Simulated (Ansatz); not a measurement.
# Sr: from a trial structure to a relaxed crystal

These are results of Ansatz 0.2.0, DFT PBEsol, scalar-relativistic, plane waves, PAW, not measurements.

Sr was placed on the iodine structure type (Cmce, No. 64), at a guessed volume.

The final relaxation ran on this input, with the default PAW datasets:

```yaml
crystal:
  lattice:
    - [-2.0760905755, 2.0760905755, 3.0294938632]
    - [2.0760905755, -2.0760905755, 3.0294938632]
    - [2.0760905755, 2.0760905755, -3.0294938632]
  atoms:
    - { symbol: Sr, position: [0.0, 0.0, 0.0] }
basis:
  ecutwfc: 420
kpoints:
  mp_grid: { grid: [18, 18, 18] }
hamiltonian:
  xc: pbesol
scf:
  occupations: { method: gaussian, width: 0.1 }
output:
  forces: true
  stress: true
  eigenvalues: true
relax:
  adjacent_minimum: "off"
  f_tol: 0.01
  max_steps: 80
  cell: { stress_tol: 0.05 }
```

It can be run as:

```bash
ansatz run input.yaml --threads 1 --pin off --backend cpu --events-out ev --progress --plain --runs-dir out  # memory cap (--max-ram) not shown
```

The program printed at the end:

```
SCF converged after 4 iterations
Free energy (F): -3492.216876 eV
Harris-Foulkes:  -3492.216876 eV  (|F-HF|=0.00e0)
Internal energy: -3492.211045 eV  (E = F + TS)
E sigma→0 (E₀):  -3492.213960 eV
Entropy (-TS):   -0.005831 eV (-5.831 meV/atom)
Fermi energy:    5.419066 eV
--- Per-component energies (eV) ---
  E_band       = -131.686512
  E_kinetic    = 241.791678
  E_local      = -755.796124  (includes V_loc(G=0)·N_el)
  E_nonlocal   = 204.328904
  E_hartree    = 189.251631
  E_xc         = -169.617730
  E_vxc        = -158.796611  (∫ρ·V_xc dr)
  E_paw        = -2644.580411  (= ΣΔE_a)
  E_vpaw       = -41.717642  (= ΣTr[D̂ρ^β])
  E_aug_tail   = -0.000001  (compensation charges beyond the density's cutoff)
  E_ewald      = -557.723338
  E_core_change = 0.134347  (= ΣΔE_core)
  E_smearing   = -0.005831  (= −TS)
  E_closure    =  0.000000  (closes the sum)
  Σ components = -3492.216876   (vs F -3492.216876, Δ=0.00e0)
--- Forces (eV/Å), atoms counted from 1 ---
  atom   1  Sr     0.00000000     0.00000000     0.00000000
  max |Σ_I F_I| component: 3.94e-31 eV/Å
--- Stress (GPa, compression-positive) ---
        0.008291       0.000000       0.000000
        0.000000       0.008291       0.000000
        0.000000       0.000000       0.006723
  P = ⅓ Tr σ = 0.0078 GPa (0.078 kbar)
--- Relaxed structure (5 steps of the walk, 5 accepted, 1 SCFs on fresh bases) ---
  F+E_penalty+E_count = -3492.21687569 eV   max|allowed force component| = 0.000e0 eV/Å   (the final SCF, on the basis selected at the relaxed cell)
  cell:  # Å, volume = 51.8356 Å³
    - [-2.092366, 2.092366, 2.960006]
    - [2.092366, -2.092366, 2.960006]
    - [2.092366, 2.092366, -2.960006]
  atoms:
    - { symbol: Sr, position: [0.0, 0.0, 0.0] }
```

Absolute energies hang on the potentials; compare differences alone.

The result has space group Fm-3m (No. 225). Sr has 12 Sr at 4.19 Å.

A structure relaxed within its symmetry needn't be a true minimum.